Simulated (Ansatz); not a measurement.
Calculated with Ansatz: Au2SeO2, settings compared

Launch command:

```bash
ansatz run input.yaml --threads 1 --pin off --max-ram 2560MiB --backend cpu --events-out ev --progress --plain --runs-dir out
```

The input file (Ansatz 0.2.0, plane waves):

```yaml
crystal:
  lattice:
    - [3.559389, 0.0, 0.0]
    - [-1.779694, 3.082523, 0.0]
    - [0.0, 0.0, 6.329367]
  atoms:
    - { symbol: O, position: [0.3333, 0.6667, 0.62] }
    - { symbol: O, position: [0.6667, 0.3333, 0.38] }
    - { symbol: Au, position: [0.3333, 0.6667, 0.29] }
    - { symbol: Au, position: [0.6667, 0.3333, 0.71] }
    - { symbol: Se, position: [0.0, 0.0, 0.0] }
  symmetry: { tolerance: 0.0003 }
kpoints:
  mp_grid: { grid: [6, 6, 3], shift: [0, 0, 0] }
magnetization:
  spin_polarized: false
scf:
  occupations: { method: fermi_dirac, width: 0.1385 }
hamiltonian:
  pseudopotentials: { kind: paw }
  xc: r2scan
basis:
  ecutwfc: 500
output:
  forces: true
  stress: true
  eigenvalues: true
```

Origin of the cell: a known structure type with other elements, at an estimated volume, so it need not be a known compound.

Output of this run (shortened):

```
SCF iter   1: F=—  HF=-32934.644238 eV  Δρ=1.26e-2  dr2=1.34e-1  dr2_τ=9.52e-2  defer=2
SCF iter   2: F=—  HF=-32934.676452 eV  Δρ=4.95e-3  dr2=1.05e-2  dr2_τ=5.03e-3  defer=12
SCF iter   3: F=—  HF=-32934.673961 eV  Δρ=1.04e-3  dr2=8.40e-4  dr2_τ=6.56e-5  defer=12
SCF iter   4: F=—  HF=-32934.673814 eV  Δρ=2.16e-4  dr2=5.70e-5  dr2_τ=4.22e-6  defer=12
SCF iter   5: F=—  HF=-32934.673810 eV  Δρ=6.78e-5  dr2=3.81e-6  dr2_τ=6.05e-7  defer=12
SCF iter   6: F=—  HF=-32934.673809 eV  Δρ=3.43e-5  dr2=8.65e-7  dr2_τ=2.55e-8  defer=12
SCF iter   7: F=—  HF=-32934.673809 eV  Δρ=1.15e-5  dr2=1.19e-7  dr2_τ=1.76e-9  defer=12
SCF iter   8: F=-32934.673809 eV  HF=-32934.673809 eV  Δρ=1.26e-6  dr2=9.45e-10  dr2_τ=2.48e-10
SCF 1 converged in 8 iterations: F = -32934.673809 eV  dr2 = 9.45e-10
SCF converged after 8 iterations
Free energy (F): -32934.673809 eV
Harris-Foulkes:  -32934.673809 eV  (|F-HF|=1.53e-10)
Internal energy: -32934.488917 eV  (E = F + TS)
E sigma→0 (E₀):  -32934.581363 eV
Entropy (-TS):   -0.184892 eV (-36.978 meV/atom)
Fermi energy:    14.687986 eV
--- Per-component energies (eV) ---
  E_band       = -921.007798
  E_kinetic    = 1677.987379
  E_local      = -6609.010793  (includes V_loc(G=0)·N_el)
  E_nonlocal   = -344.190266
  E_hartree    = 2918.519564
  E_xc         = -679.042603
  E_vxc        = -927.311738  (∫ρ·V_xc dr)
  E_paw        = -21706.090012  (= ΣΔE_a)
  E_vpaw       = -615.488539  (= ΣTr[D̂ρ^β])
  E_aug_tail   = 0.003360  (compensation charges beyond the density's cutoff)
  E_vtau       = 59.963454  (kinetic-family band-sum trace: ∫τ·v_τ [+ j·A + Jᵃ·Aᵃ] dr)
  E_ewald      = -8190.484245
  E_core_change = -2.181300  (= ΣΔE_core)
  E_smearing   = -0.184892  (= −TS)
  Σ components = -32934.673809   (vs F -32934.673809, Δ=0.00e0)
--- Forces (eV/Å), atoms counted from 1 ---
  atom   1  O      0.000000     0.000000     0.939456
  atom   2  O     -0.000000     0.000000    -0.939456
  atom   3  Au     0.000000     0.000000    -3.653191
  atom   4  Au    -0.000000    -0.000000     3.653191
  atom   5  Se     0.000000     0.000000     0.000000
  max |Σ_I F_I| component: 4.44e-16 eV/Å
--- Stress (GPa, compression-positive) ---
       18.083357      -0.000000      -0.000000
       -0.000000      18.083357      -0.000000
       -0.000000      -0.000000      16.025671
  P = ⅓ Tr σ = 17.3975 GPa (173.975 kbar)
```

The same input was run again with these changes:

1. `scf.initial_density.chi_scale` default → 0.3
2. `scf.mixing.preconditioner` default → kerker_dos
3. `scf.occupations.method` fermi_dirac → methfessel_paxton; `scf.occupations.width` 0.1385 → 0.025
4. `kpoints.mp_grid.grid` [6, 6, 3] → [5, 5, 2]; `crystal.symmetry` { tolerance: 0.0003 } → { detect: false }

| run | end | SCF iterations | P (GPa) | max force component (eV/Å) | moment (μB) | ΔE(σ→0) (meV/atom) |
| --- | --- | --- | --- | --- | --- | --- |
| base | converged | 8 | 17.40 | 3.653 | – | 0 |
| 1 | converged | 10 | 17.40 | 3.653 | – | 0.00 |
| 2 | converged | 9 | 17.40 | 3.653 | – | 0.00 |
| 3 | converged | 9 | 17.00 | 3.652 | – | -2.16 |
| 4 | converged | 6 | 17.35 | 3.428 | – | -13.95 |

Energies are compared only where functional, datasets, charge and starting cell are the same.

Not properties of the system: run 4 (too coarse or loose: `kpoints.mp_grid.grid` = [5, 5, 2]).

Caveats of the base run: no spin, though holes on the anions or broken bonds may carry moments; no spin-orbit coupling, though heavy elements are present; the k mesh is coarse if the cell is a metal.

The base run took 8.8 s of wall time on 1 CPU thread(s) of a shared host, from the program's own first density.
